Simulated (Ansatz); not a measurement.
Two states of TiCu2GeS4

```
Ti S Cu Ge
1.0
     0.00000    5.30491    0.00000
     5.30491    0.00000    0.00000
     2.65245    2.65245   -5.24455
Ti S Cu Ge
1 4 2 1
Direct
  0.00000 0.00000 0.00000
  0.38700 0.38700 0.73600
  0.61300 0.12300 0.26400
  0.87700 0.87700 0.73600
  0.12300 0.61300 0.26400
  0.75000 0.25000 0.50000
  0.25000 0.75000 0.50000
  0.50000 0.50000 0.00000
```

Single point in Ansatz 0.2.0 with r2SCAN, with U_eff = 5.17 eV on Cu d (all-electron-ortho-atomic projectors). Cutoff 500 eV, PAW datasets, 5×5×5 Γ-centred k mesh, gaussian filling (width 0.142 eV).

State A: Ti1 up (collinear spin). State B: no moments (no spin polarisation).

Problem. Compare the two self-consistent states.

Solution. State A is lower by 19.0 meV an atom at zero smearing.

| state | free energy (meV/atom) | largest moment in a small sphere (μB) | net moment (μB/cell) | gap on mesh (eV) | pressure (GPa) | largest force (eV/Å) |
| --- | --- | --- | --- | --- | --- | --- |
| A | 0.0 | 0.90 | 1.26 | metal | 5.3 | 0.48 |
| B | 19.0 | 0.00 | 0.00 | 0.08 (under the smearing) | 5.3 | 0.99 |

Origin: a known structure type with other elements, at an estimated volume, so it need not be a known compound.
